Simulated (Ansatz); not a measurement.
Space group P2_13 (No. 198). a = 4.403 Å, b = 4.403 Å, c = 4.403 Å, α = 90.00°, β = 90.00°, γ = 90.00°
```
atom site symmetry x y z
  Fe    4a       .3.  0.1369  0.1369  0.1369
  Si    4a       .3.  0.8410  0.8410  0.8410
```

Equation of state of this FeSi structure (not necessarily the ground state), with shape and atoms relaxed at each volume where symmetry leaves them free. All numbers below come from DFT PBEsol, scalar-relativistic, plane waves, PAW in Ansatz 0.2.0.

Cutoff 420 eV; k points 8×8×8 on the computed 8-atom cell (Γ-centred); Gaussian smearing, width 0.01 eV; no spin polarisation.

| V (Å³/atom) | E − E(largest V) (meV/atom) | P (GPa) | gap on mesh (eV) |
| --- | --- | --- | --- |
| 10.032 | 6.73 | 17.10 | 0.14 |
| 10.352 | -17.93 | 7.84 | 0.15 |
| 10.672 | -25.54 | 0.02 | 0.15 |
| 10.992 | -18.80 | -6.56 | 0.15 |
| 11.312 | 0.00 | -12.08 | 0.16 |

Fit a third-order Birch–Murnaghan equation to E(V).

V0 = 10.67 Å³/atom, B0 = 239 GPa, B0' = 4.7.